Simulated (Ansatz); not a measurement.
Sn₂P₂SO₁₂, one structure, two calculations

Cell: a computed structure from the Materials Project (it need not be an observed phase), atoms as given.

```cif
data_Sn2P2SO12
_symmetry_space_group_name_H-M 'Cc'
_symmetry_Int_Tables_number 9
_cell_length_a 15.1961
_cell_length_b 8.7438
_cell_length_c 9.0714
_cell_angle_alpha 90.000
_cell_angle_beta 123.653
_cell_angle_gamma 90.000
loop_
_atom_site_label
_atom_site_type_symbol
_atom_site_symmetry_multiplicity
_atom_site_Wyckoff_symbol
_atom_site_fract_x
_atom_site_fract_y
_atom_site_fract_z
Sn1 Sn 4 a 0.3957 0.2506 0.9377
Sn3 Sn 4 a 0.6022 0.7583 0.0624
P5 P 4 a 0.4988 0.9596 0.2490
P6 P 4 a 0.8550 0.8946 0.2503
S S 4 a 0.1454 0.8966 0.2505
O11 O 4 a 0.4267 0.0584 0.0836
O12 O 4 a 0.5547 0.3233 0.0912
O13 O 4 a 0.8578 0.8722 0.0838
O17 O 4 a 0.5732 0.9431 0.9138
O18 O 4 a 0.4516 0.6789 0.9163
O19 O 4 a 0.1433 0.1249 0.9105
O23 O 4 a 0.4257 0.1411 0.7749
O24 O 4 a 0.8537 0.9317 0.7745
O25 O 4 a 0.2395 0.1745 0.7706
O29 O 4 a 0.5738 0.8585 0.2286
O30 O 4 a 0.1471 0.0624 0.2273
O31 O 4 a 0.7558 0.8199 0.2250
```

One atom of each set is listed; the run and its k-mesh use a cell of 34 atoms with edges of 8.77, 8.77, 9.07 Å.

First run. Computed with Ansatz: DFT, PBE, plane waves and PAW, scalar-relativistic, 420 eV cutoff, Γ-centred 3×3×3 k-points, Fermi–Dirac smearing 0.02 eV.

```json
{"site": "Sn1", "V_zz (10²¹ V/m²)": "14.58", "η": "0.09"}
{"site": "Sn3", "V_zz (10²¹ V/m²)": "-5.38", "η": "0.58"}
{"site": "P5", "V_zz (10²¹ V/m²)": "1.03", "η": "0.28"}
{"site": "P6", "V_zz (10²¹ V/m²)": "1.30", "η": "0.34"}
{"site": "S", "V_zz (10²¹ V/m²)": "1.41", "η": "0.32"}
{"site": "O11", "V_zz (10²¹ V/m²)": "13.21", "η": "0.17"}
{"site": "O12", "V_zz (10²¹ V/m²)": "15.72", "η": "0.12"}
{"site": "O13", "V_zz (10²¹ V/m²)": "13.32", "η": "0.14"}
{"site": "O17", "V_zz (10²¹ V/m²)": "12.83", "η": "0.15"}
{"site": "O18", "V_zz (10²¹ V/m²)": "13.45", "η": "0.16"}
{"site": "O19", "V_zz (10²¹ V/m²)": "15.84", "η": "0.12"}
{"site": "O25", "V_zz (10²¹ V/m²)": "15.78", "η": "0.17"}
{"site": "O29", "V_zz (10²¹ V/m²)": "12.95", "η": "0.24"}
{"site": "O30", "V_zz (10²¹ V/m²)": "15.63", "η": "0.16"}
```

Second run. The same atoms and settings, except that the functional is r2SCAN and the cutoff is 500 eV.

(1) What does the second run give?

Results:

(1) 

| site | V_zz | η | change of V_zz |
| --- | --- | --- | --- |
| Sn1 | 14.67 | 0.09 | +0.09 |
| Sn3 | -5.49 | 0.57 | -0.11 |
| P5 | 0.98 | 0.33 | -0.05 |
| P6 | 1.25 | 0.39 | -0.05 |
| S | 1.38 | 0.36 | -0.03 |
| O11 | 13.16 | 0.17 | -0.05 |
| O12 | 16.05 | 0.12 | +0.33 |
| O13 | 13.27 | 0.13 | -0.05 |
| O17 | 12.77 | 0.14 | -0.06 |
| O18 | 13.40 | 0.15 | -0.05 |
| O19 | 16.18 | 0.12 | +0.34 |
| O25 | 16.15 | 0.16 | +0.37 |
| O29 | 12.95 | 0.24 | 0.00 |
| O30 | 15.99 | 0.15 | +0.36 |

The largest change of V_zz is on O25, from 15.78 to 16.15. In per cent, |V_zz| changes by +1 to +2 on Sn, -5 to -4 on P, -2 on S, 0 to +2 on O (all sites that start above 0.5). The table leaves out 3 of the 17 sites, with |V_zz| up to 13.69; their tensors move by 0.24 at most along any direction. The statements above cover all sites. Isomer shifts (Sn against SnO₂, from the density at the nucleus and a line fitted to measured compounds for each functional; the lines scatter by about 0.1 mm/s, so smaller changes between functionals mean little): Sn1 -0.40 → -0.38 mm/s; Sn3 -0.40 → -0.39 mm/s.

Without spin–orbit coupling (the program notes it for Sn) the gradients are little affected as a rule: paired runs on crystals with a gap mostly move them by under 2 % at such atoms.
For the first run: The largest force is 0.7 eV/Å, so the atoms aren't at the calculated equilibrium and relaxing them would move these values. A computed database structure should lie near equilibrium, so this entry is doubtful.
For the second run: At this cell the principal stresses reach 5 GPa in size with r2SCAN, which can matter for small gradients. The largest force is 0.4 eV/Å, so the atoms aren't at the calculated equilibrium and relaxing them would move these values. With these PAW files V_zz is typically within 2 to 3 % of all-electron values, but misses above 10 % occur on Sn.
